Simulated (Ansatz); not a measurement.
RhPb2 (space group I4/mcm)

```yaml
crystal:
  lattice:
    - [-3.33911, 3.33911, 2.90685]
    - [3.33911, -3.33911, 2.90685]
    - [3.33911, 3.33911, -2.90685]
  atoms:
    - { symbol: Rh, position: [0.25000, 0.25000, 0.00000] }
    - { symbol: Rh, position: [0.75000, 0.75000, 0.00000] }
    - { symbol: Pb, position: [0.66510, 0.83490, 0.50000] }
    - { symbol: Pb, position: [0.33490, 0.16510, 0.50000] }
    - { symbol: Pb, position: [0.83490, 0.33490, 0.16980] }
    - { symbol: Pb, position: [0.16510, 0.66510, 0.83020] }
```

The slice is a (-1 -1 2) plane (indices of the conventional cell) through the point (0.750, 0.750, 0.000) (fractional), spanned by u = [111] and v = [1 -1 0] in vectors of this cell: u (5.55 Å) and v (9.44 Å, at 90° to u). It covers one period; positions are fractions (u, v).

Calculation: PBEsol (plane waves to 420 eV, PAW, scalar-relativistic; Ansatz, a program for electronic structure). k mesh 11×11×11. These are valence fields of a PAW run, semicore shells included where kept as valence: close to a nucleus they are smooth pseudo fields. RhPb2 is run without spin polarisation. RhPb2 was relaxed with its symmetry unable to fall. Spin-orbit coupling is left out, though Pb is heavy.

Q: What is the ELF at the midpoint of the shortest Rh–Pb line in this plane (2.89 Å)?

A: 0.3.

Q: Sketch the valence electron density on this plane as a map.

A: 
| v \ u | 0.00 | 0.11 | 0.21 | 0.32 | 0.42 | 0.53 | 0.63 | 0.74 | 0.84 | 0.95 |
|---|---|---|---|---|---|---|---|---|---|---|
| 0.88 | -0.5 | -0.6 | -0.7 | -0.8 | -1.0 | -1.0 | -0.9 | -0.7 | -0.6 | -0.5 |
| 0.75 | -0.8 | -0.5 | 0.1 | 0.0 | -0.4 | -0.6 | -0.2 | 0.1 | -0.2 | -0.7 |
| 0.62 | -0.5 | -0.6 | -0.7 | -0.8 | -1.0 | -1.0 | -0.9 | -0.7 | -0.6 | -0.5 |
| 0.50 | 1.2 | 0.7 | -0.4 | -0.5 | 0.0 | 0.2 | -0.3 | -0.6 | 0.1 | 1.1 |
| 0.38 | -0.5 | -0.6 | -0.8 | -0.3 | 0.5 | 0.8 | 0.1 | -0.7 | -0.8 | -0.5 |
| 0.25 | -0.8 | -0.9 | -1.1 | -1.0 | -0.7 | -0.6 | -0.8 | -1.1 | -1.0 | -0.8 |
| 0.12 | -0.5 | -0.6 | -0.8 | -0.3 | 0.5 | 0.8 | 0.1 | -0.7 | -0.8 | -0.5 |
| 0.00 | 1.2 | 0.7 | -0.4 | -0.5 | 0.0 | 0.2 | -0.3 | -0.6 | 0.1 | 1.1 |

Values: log₁₀ of the valence density in e/Å³. The scale is logarithmic, as a density can span decades between atoms and voids.
